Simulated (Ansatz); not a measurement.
Zn: hydrostatic pressure series

These are results of DFT r2SCAN, scalar-relativistic, plane waves, PAW in Ansatz, not measurements. Run with 500 eV cutoff, 18×18×8 k-mesh, Gaussian smearing of 0.10 eV, no spin polarisation.

Reference structure (relaxed):

```
Zn
1.0
     2.59526    0.00000    0.00000
    -1.29763    2.24756    0.00000
     0.00000    0.00000    4.99071
Zn
2
Direct
  0.33333 0.66667 0.25000
  0.66667 0.33333 0.75000
```

Cell and atoms are relaxed at each pressure within the symmetry of the start, at zero temperature, so transitions that lower the symmetry aren't seen. The k-mesh given is that at zero pressure and may differ at others. a, b and c are the lengths of the cell vectors above. The axial ratios are soft, so the single lengths don't run smoothly.

| P (GPa) | V (Å³/atom) | V/V0 | a (Å) | b (Å) | c (Å) |
| --- | --- | --- | --- | --- | --- |
| -3 | 15.28 | 1.049 | 2.614 | 2.614 | 5.163 |
| 0 | 14.56 | 1.000 | 2.595 | 2.595 | 4.991 |
| 3 | 13.95 | 0.959 | 2.590 | 2.590 | 4.804 |
| 8 | 13.31 | 0.914 | 2.568 | 2.568 | 4.661 |
| 15 | 12.50 | 0.859 | 2.593 | 2.593 | 4.296 |
| 30 | 11.57 | 0.795 | 2.532 | 2.532 | 4.171 |
| 60 | 10.41 | 0.715 | 2.448 | 2.448 | 4.011 |

**Question.** What bulk modulus and pressure derivative fit these points?

**Answer.** A third-order Birch–Murnaghan fit gives B0 = 65 GPa and B0' = 6.2.

**Question.** Which cell vector or vectors give way most up to 60 GPa?

**Answer.** c: the changes are a -5.7 %, b -5.7 %, c -19.6 %.